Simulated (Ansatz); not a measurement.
# How far is PAW off for Hf$_{2}$Cd?

```yaml
crystal:
  lattice:
    - [-1.53125, 1.53125, 6.88326]
    - [1.53125, -1.53125, 6.88326]
    - [1.53125, 1.53125, -6.88326]
  atoms:
    - { symbol: Hf, position: [0.67204, 0.67204, 0.00000] }
    - { symbol: Hf, position: [0.32796, 0.32796, 0.00000] }
    - { symbol: Cd, position: [0.00000, 0.00000, 0.00000] }
```

Atom numbers follow the list: Hf1, Hf2, Cd3.

Structure from Materials Project entry mp-1018156 (possibly hypothetical), not relaxed further.

Spin–orbit coupling is left out, though it moves levels of the heavy atoms by tenths of an eV or more.

Levels of theory: DFT, LDA, PAW with Ansatz's default frozen-core files, scalar-relativistic (Ansatz 0.2.0); DFT, LDA, all-electron LAPW, scalar-relativistic (Ansatz 0.2.0).

For PAW: a Γ-centred 17×17×17 k mesh, Fermi–Dirac smearing of 0.05 eV, cutoff 420 eV, no spin polarisation; the PAW files were made with PBE, and the program remakes their frozen cores for this functional. LAPW targets a basis error of 0.5 meV/atom. The Ansatz runs share mesh, smearing and spin set-up. Plane-wave (PAW) pressures include the program's estimate of the Pulay term.

Stress and pressure are positive in compression.

Levels count from the Fermi level.

| quantity | PAW | LAPW |
| --- | --- | --- |
| pressure (GPa) | -6.25 | -6.22 |
| stress xx (GPa) | -6.18 | -6.15 |
| stress zz (GPa) | -6.39 | -6.37 |
| force on Hf1, z (eV/Å) | 0.090 | 0.087 |
| highest filled level at Γ (eV) | -0.388 | -0.389 |
| lowest empty level at Γ (eV) | 0.061 | 0.062 |
| highest filled level at M (eV) | -1.834 | -1.834 |
| lowest empty level at M (eV) | 0.011 | 0.011 |
